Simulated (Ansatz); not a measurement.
Values for one crystal, relaxed and computed with plane-wave PAW r²SCAN (Ansatz code); other levels are named.

```yaml
volume_per_atom: 28.08 Å³
band_gap: 1.44 eV (indirect)
valence_band_maximum: off the standard path, at k = (0.349, -0.167, -0.297)
smallest_direct_gap_on_the_standard_path: 1.57 eV
conduction_band_minimum: at Γ
Formation energy from the elements (no fitted shifts): -0.93 eV/atom
```

Pick the material that matches.
A. MgIn2Se4, P-1 (Pearson symbol aP28)
B. PbSe, rock salt
C. Ba2InOsO6, Fm-3m (Ba on 8c, In on 4b, Os on 4a, O on 24e)
D. Rb2ScInCl6, Fm-3m (Rb on 8c, Sc on 4a, In on 4b, Cl on 24e)

A, MgIn2Se4, P-1 (Pearson symbol aP28)

The first step of the workflow began from a Materials Project structure, measured or hypothetical; the Crystallography Open Database copy checked does not list it. With Mg and In taken as one species the cell has the higher symmetry R-3m, so it may be an ordered model of a mixed-site phase. Its standing as an ambient phase is unchecked. The cell was relaxed with r²SCAN under the symmetry of its start; whether a distortion lowers the energy is not shown. A crystal of weakly bound layers computed without a dispersion correction: the cell and the soft elastic constants depend strongly on that. The references are the lowest solids computed at this level, not always the standard phases. Scalar-relativistic: spin–orbit coupling is off unless named, which matters more the heavier the elements.

Potentials: the later of the program's two PAW sets.
